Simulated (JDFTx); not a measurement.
System: AlRu(100) (Pm-3m bulk; lattice of mp-542569, not re-optimised at this level), 1x1 cell of 7 atoms in 7 planes (Al outermost, slab composition Al4Ru3), area 8.90 Å² a face, 8.6 Å between the outermost planes in a cell 24.9 Å high; k mesh 8×8×1, Fermi width 0.01 Ha, no spin polarisation. Whether this polymorph is the ambient one wasn't checked.

Computed with a modified build of JDFTx: PBE, GBRV ultrasoft potentials, plane waves to 20/100 Ha. Liquid: CANDLE, water, 1 M NaCl; nuclei fixed. Potentials are counted from the potential of zero charge; σ repeats to about 1 %.

```json
[
 {"U − U_pzc (V)": "0.19", "σ (μC/cm², per face)": "withheld"},
 {"U − U_pzc (V)": "0.29", "σ (μC/cm², per face)": "6.25"},
 {"U − U_pzc (V)": "0.49", "σ (μC/cm², per face)": "10.94"},
 {"U − U_pzc (V)": "0.89", "σ (μC/cm², per face)": "21.57"}
]
```

Q: Fit σ = C₀x + bx² (x = U − U_pzc) to the other rows by least squares, predict the withheld value, and compare with the run.

A: The fit gives C₀ (μF/cm²) = 20.1, b (μF/cm²/V) = 4.63, with a root-mean-square miss of 0.02 μC/cm² on its own rows. It predicts 4.0 μC/cm²; the run gives 4.0 μC/cm², the same to these digits.
